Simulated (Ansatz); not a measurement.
Rh:
```
CELL_PARAMETERS angstrom
      0.00000     1.90000     1.90000
      1.90000     0.00000     1.90000
      1.90000     1.90000     0.00000
ATOMIC_POSITIONS crystal
  Rh 0.00000 0.00000 0.00000
```

Relaxed with r²SCAN. Special points in fractions of this cell's reciprocal vectors: Γ (0.000, 0.000, 0.000); X (0.500, 0.000, 0.500); U (0.625, 0.250, 0.625); K (0.375, 0.375, 0.750); L (0.500, 0.500, 0.500); W (0.500, 0.250, 0.750).

Question: List the band energies nearest the Fermi level at these points for plane-wave PAW r²SCAN (Ansatz code).

Answer: In eV from the Fermi level; about four levels below and three above (degenerate sets whole), none deeper than 8.9 eV; … stands for higher levels left out; points with the same levels are listed once.

```tsv
k	below	above
Γ	-8.17 -3.19 -3.19 -3.19	…
X	-6.56 -6.19	0.50 1.04 1.04
U	-5.73 -4.94 -2.12 -0.77	0.40 …
L	-6.34 -3.30 -3.30	0.58 0.58 …
W	-5.21 -3.94 -3.94 -1.29	1.04 …
```

Space group Fm-3m (fcc (Cu type)). The r²SCAN relaxation kept the symmetry of its start. The run is not spin-polarised. Spin–orbit coupling is left out wherever it is not named.

Potentials: the earlier of the program's two PAW sets.
